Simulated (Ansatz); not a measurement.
This cell of CoSi (FeSi type, space group P2_13) is off equilibrium:

```
CELL_PARAMETERS angstrom
      4.30877     0.00000     0.00000
      0.00000     4.30877     0.00000
      0.00000     0.00000     4.30877
ATOMIC_POSITIONS crystal
  Co 0.14708 0.14708 0.14708
  Co 0.64708 0.35292 0.85292
  Co 0.85292 0.64708 0.35292
  Co 0.35292 0.85292 0.64708
  Si 0.84417 0.84417 0.84417
  Si 0.34417 0.65583 0.15583
  Si 0.15583 0.34417 0.65583
  Si 0.65583 0.15583 0.34417
```

Method: r2SCAN (plane waves to 500 eV, PAW, scalar-relativistic; Ansatz, a first-principles code). k mesh 11×11×11 (Γ-centred), Fermi-Dirac smearing 0.05 eV. E stands for the smeared free energy. Stress and pressure are positive under compression. At this level the bands of CoSi touch or barely overlap. CoSi is run without spin polarisation. CoSi was relaxed with its symmetry unable to fall.

Problem. Give the stress tensor in GPa and the pressure.

Solution. 
```
   14.2      0.0      0.0
    0.0     14.2      0.0
    0.0      0.0     14.2
```
The pressure, a third of the trace, is 14.2 GPa.

Problem. It is the relaxed cell scaled evenly to V/V₀ = 0.950, atoms relaxed where free. What is its energy relative to the relaxed cell?

Solution. 22 meV/atom.

(A scan under strain: stresses follow from slopes of the energy per volume, elastic moduli from its curvatures.)
